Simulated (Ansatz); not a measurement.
## Convergence of K₃Li with the k-point mesh

The calculation used Ansatz 0.2.0, DFT r2SCAN, scalar-relativistic, plane waves, PAW.

```xyz
4
Lattice="6.1852 0.0000 0.0000 0.0000 6.1852 0.0000 0.0000 0.0000 6.1852" Properties=species:S:1:pos:R:3 pbc="T T T"
K     0.0000    3.0926    3.0926
K     3.0926    0.0000    3.0926
K     3.0926    3.0926    0.0000
Li    0.0000    0.0000    0.0000
```

```json
{
 "plane-wave cutoff": "500 eV",
 "occupation rule": "Gaussian smearing, 0.1 eV",
 "spin treatment": "unpolarised"
}
```

The atoms are held and the k-point mesh is swept. Energies are extrapolated to zero smearing and count from the reference run, 12×12×12. The cell isn't necessarily relaxed at this level. The meshes are Γ-centred. Pressure is positive in compression.

Problem. Tried: 1×1×1, 2×2×2, 4×4×4, 6×6×6, 8×8×8, 10×10×10, 12×12×12. From which k-point mesh on does the energy per atom stay within 100, 10 and 1 meV of the reference?

Solution. 2×2×2 for 100 meV, 6×6×6 for 10 meV, 8×8×8 for 1 meV. The reference itself isn't shown to be converged.

| mesh | ΔE (meV/atom) | P (GPa) | irreducible points |
| --- | --- | --- | --- |
| 1×1×1 | 137 | -0.53 | 1 |
| 2×2×2 | 15.7 | 0.08 | 4 |
| 4×4×4 | 13.3 | 0.11 | 10 |
| 6×6×6 | -1.89 | 0.11 | 20 |
| 8×8×8 | 0.96 | 0.11 | 35 |
| 10×10×10 | -0.48 | 0.11 | 56 |
| 12×12×12 | 0.00 | 0.11 | 84 |